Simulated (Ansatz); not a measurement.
What does Ansatz print for the nuclei with this input?

The cell is a computed structure from the Materials Project (it need not be an observed phase), taken as it stands.

```yaml
crystal:
  lattice:
    - [7.9561087427, 0.0, 0.0]
    - [-3.9780543714, 6.8901922865, 0.0]
    - [0.0, 0.0, 5.518796]
  atoms:
    - { symbol: Sr, position: [0.88024401, 0.64353701, 0.25] }
    - { symbol: Sr, position: [0.763293, 0.11975599, 0.25] }
    - { symbol: Sr, position: [0.35646299, 0.236707, 0.25] }
    - { symbol: Sr, position: [0.11975599, 0.35646299, 0.75] }
    - { symbol: Sr, position: [0.236707, 0.88024401, 0.75] }
    - { symbol: Sr, position: [0.64353701, 0.763293, 0.75] }
    - { symbol: Ta, position: [0.6666666667, 0.3333333333, 0.75], spin: 2.0 }
    - { symbol: Ta, position: [0.3333333333, 0.6666666667, 0.25], spin: 2.0 }
    - { symbol: "N", position: [0.86243401, 0.60892501, 0.75] }
    - { symbol: "N", position: [0.746491, 0.13756599, 0.75] }
    - { symbol: "N", position: [0.39107499, 0.253509, 0.75] }
    - { symbol: "N", position: [0.13756599, 0.39107499, 0.25] }
    - { symbol: "N", position: [0.253509, 0.86243401, 0.25] }
    - { symbol: "N", position: [0.60892501, 0.746491, 0.25] }
magnetization:
  spin_polarized: true
kpoints:
  mp_grid: { grid: [4, 4, 5] }
scf:
  occupations: { method: fermi_dirac, width: 0.02 }
hamiltonian:
  xc: pbe
  pseudopotentials: { kind: paw }
output:
  forces: true
  stress: true
  populations: true
  efg:
    quadrupole_moments_barn: { Sr: 0.305, Ta: 3.17, "N": 0.02044 }
    contact_densities: true
```

```sh
ansatz run input.yaml --threads 1 --pin off --max-ram 3072MiB --backend cpu --events-out ev --progress --plain --runs-dir out
```

Of the output, the block on the nuclei alone is shown; the set-up, the SCF iterations, energies, forces and stress are cut. One atom of each set with nearly equal values is shown.

```
--- PAW observables at the nuclei: V_zz in 10²¹ V/m², potentials from the cell's mean, atoms counted from 1 ---
  atom   1  Sr V_zz =    +9.480865   η = 0.2446   by run symmetry: allowed   C_q = +69.9201 MHz
            electrostatic potential = -5510.002951 V   contact ρ = 401070.420491 e/Å³   contact ρ_s (e/Å³): all electrons +0.000003, valence +0.000003
  atom   7  Ta V_zz =   +72.712727   η = 0.0000   by run symmetry: allowed   C_q = +5573.4493 MHz
            electrostatic potential = -14487.418434 V   contact ρ = 8154603.652281 e/Å³   contact ρ_s (e/Å³): all electrons -0.000110, valence -0.000107
  atom   9  N  V_zz =    -3.206077   η = 0.9940   by run symmetry: allowed   C_q = -1.5846 MHz
            electrostatic potential = -516.862640 V   contact ρ = 1416.655431 e/Å³   contact ρ_s (e/Å³): all electrons +0.000009, valence +0.000012
```

The run took 68 s of wall time (68 s of CPU time) and 0.86 GiB at its peak, on 1 thread of Arm Neoverse V2 (aarch64; 28 cores open to the job, memory cap 3.0 GiB, no GPU), a shared host with a load of 0.8 a core.

Without spin–orbit coupling the gradients at and beside Ta can be off by some per cent, at some sites by more. With these PAW files V_zz is typically within 2 to 3 % of all-electron values, but misses above 10 % occur on Ta. The start moments die out, and the run ends without spin.
